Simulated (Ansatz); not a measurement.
Ansatz input

```yaml
crystal:
  lattice:
    - [2.8353212585, 0.0, 0.0]
    - [-1.4176606292, 2.4554602377, 0.0]
    - [0.0, 0.0, 4.5853228361]
  atoms:
    - { symbol: Ag, position: [0.3333333333, 0.6666666667, 0.25] }
    - { symbol: Ag, position: [0.6666666667, 0.3333333333, 0.75] }
hamiltonian:
  xc: r2scan
  pseudopotentials:
    kind: paw
    azcp:
      Ag: "pseudopotentials/Ag.paw.azcp"
basis:
  ecutwfc: 500
  fft_grid_basis: typed
kpoints:
  mp_grid: { grid: [14, 14, 8], shift: [0, 0, 0] }
magnetization:
  spin_polarized: false
scf:
  occupations: { method: fermi_dirac, width: 0.1 }
  lower_state_search: "off"
output:
  stress: true
```

Output

```
Engine: ansatz 0.2.0, x86_64-unknown-linux-gnu
Pseudopotentials: kind: paw
Pseudopotential: Ag, paw, valence charge 19, recommended cutoff 500 eV (meta_gga) 
Functional definition: r2SCAN
  parameter k0 = 0.174
  parameter k1 = 0.065
  parameter a1 = 4.9479
  exchange = r2scan_x(k0 = k0, k1 = k1, a1 = a1)
  correlation = r2scan_c
Crystal: 2 atoms, lattice volume = 31.923 Å³
Basis set: ecut = 500 eV, 785 PW (Γ), exchange–correlation on 96×96×144 points (64 copies of the dense FFT grid, shifted against one another)
Bands: 23, of which v1, the nominal top of the filled ones, is band 19 counted from 1 (18 counted from 0)
Symmetry: 24 space group operations
Space group: P63/mmc (ITA 194), of the structure as read, at distance tolerance 3.2e-5 Å
k-points: 120 of 1568
Non-local potential: Ag, projectors of the file, l = 0: 3, l = 1: 2, l = 2: 2, l = 3: 1
PAW form: soft (Blöchl's): semilocal exchange-correlation on the pseudo side does not see the compensation charge
PAW frozen core: Ag, regenerated for the run's functional (the file was generated under x = pbe(κ = 0.804, μ = 0.2195149727645171), c = pbe(β = 0.06672455060314922))
PAW one-centre angular grid: Ag, 590 points (default); XC on 160 Gauss nodes
Initial density: superposition of atomic densities (neutral atoms: chi_scale 0, normalization atom), corrected by the library's trained network
Initial wavefunctions: pseudopotential atomic-orbital guess
Functional: x = r2scan, c = r2scan; τ floored in thin density (d = 2e-4 eV/Å³)
SCF iter   1: F=-15207.789994 eV  HF=-15207.806900 eV  |F-HF|=1.69e-2  |Δ(HF+E_count)|=         —  Δρ=1.13e-2  dr2=3.65e-2  dr2_τ=1.36e-3  ethr=1.77e-3  ⟨swp⟩=4.5  Hψ=10699  notcnv=0
SCF iter   2: F=-15207.801872 eV  HF=-15207.803047 eV  |F-HF|=1.18e-3  |Δ(HF+E_count)|=   3.85e-3  Δρ=5.91e-3  dr2=8.01e-3  dr2_τ=8.93e-4  ethr=9.61e-5  ⟨swp⟩=1.5  Hψ=4643  notcnv=0
SCF iter   3: F=-15207.803248 eV  HF=-15207.803315 eV  |F-HF|=6.73e-5  |Δ(HF+E_count)|=   2.68e-4  Δρ=1.80e-3  dr2=8.84e-4  dr2_τ=4.20e-5  ethr=2.11e-5  ⟨swp⟩=2.0  Hψ=4567  notcnv=0
SCF iter   4: F=-15207.803450 eV  HF=-15207.803417 eV  |F-HF|=3.28e-5  |Δ(HF+E_count)|=   1.02e-4  Δρ=4.33e-4  dr2=2.85e-5  dr2_τ=3.75e-6  ethr=2.33e-6  ⟨swp⟩=2.0  Hψ=4486  notcnv=0
SCF iter   5: F=-15207.803468 eV  HF=-15207.803464 eV  |F-HF|=4.79e-6  |Δ(HF+E_count)|=   4.62e-5  Δρ=9.28e-5  dr2=2.56e-6  dr2_τ=1.17e-7  ethr=7.51e-8  ⟨swp⟩=2.3  Hψ=4725  notcnv=0
SCF iter   6: F=-15207.803470 eV  HF=-15207.803470 eV  |F-HF|=3.11e-7  |Δ(HF+E_count)|=   6.19e-6  Δρ=2.56e-5  dr2=1.17e-7  dr2_τ=3.20e-9  ethr=6.73e-9  ⟨swp⟩=2.0  Hψ=4107  notcnv=0
SCF iter   7: F=-15207.803470 eV  HF=-15207.803470 eV  |F-HF|=2.87e-8  |Δ(HF+E_count)|=   3.57e-7  Δρ=9.52e-6  dr2=2.61e-8  dr2_τ=6.13e-10  ethr=2.63e-10  ⟨swp⟩=4.0  Hψ=9089  notcnv=0
SCF 1 converged in 7 iterations: F = -15207.803470 eV  dr2 = 2.61e-8
SCF converged after 7 iterations
Free energy (F): -15207.803470 eV
Harris-Foulkes:  -15207.803470 eV  (|F-HF|=2.87e-8)
Internal energy: -15207.785821 eV  (E = F + TS)
E sigma→0 (E₀):  -15207.794646 eV
Entropy (-TS):   -0.017649 eV (-8.825 meV/atom)
Fermi energy:    18.882865 eV
--- Per-component energies (eV) ---
  E_band       = -457.243123
  E_kinetic    = 1058.760274
  E_local      = -4189.899210  (includes V_loc(G=0)·N_el)
  E_nonlocal   = 161.966518
  E_hartree    = 1927.970975
  E_xc         = -358.367123
  E_vxc        = -527.950948  (∫ρ·V_xc dr)
  E_paw        = -7844.418936  (= ΣΔE_a)
  E_vpaw       = -854.004242  (= ΣTr[D̂ρ^β])
  E_aug_tail   = 0.000133  (compensation charges beyond the density's cutoff)
  E_vtau       = 37.934675  (kinetic-family band-sum trace: ∫τ·v_τ [+ j·A + Jᵃ·Aᵃ] dr)
  E_ewald      = -5962.779831
  E_core_change = -1.018621  (= ΣΔE_core)
  E_smearing   = -0.017649  (= −TS)
  E_closure    = 0.000000  (closes the sum)
  Σ components = -15207.803470   (vs F -15207.803470, Δ=0.00e0)
--- Stress (GPa, compression-positive) ---
       10.305045       0.000000       0.000000
       -0.000000      10.305045       0.000000
        0.000000       0.000000      11.661097
  P = ⅓ Tr σ = 10.7571 GPa (107.571 kbar)
```

Launched by

```sh
ansatz run input.yaml --threads 1 --pin off --max-ram 3584MiB --backend cpu --events-out ev --progress --plain --runs-dir out
```

On 1 thread of Intel(R) Xeon(R) Platinum 8259CL CPU @ 2.50GHz (Skylake/Cascade Lake) (shared host) this took about 14 s of wall time and 14 s of CPU time.
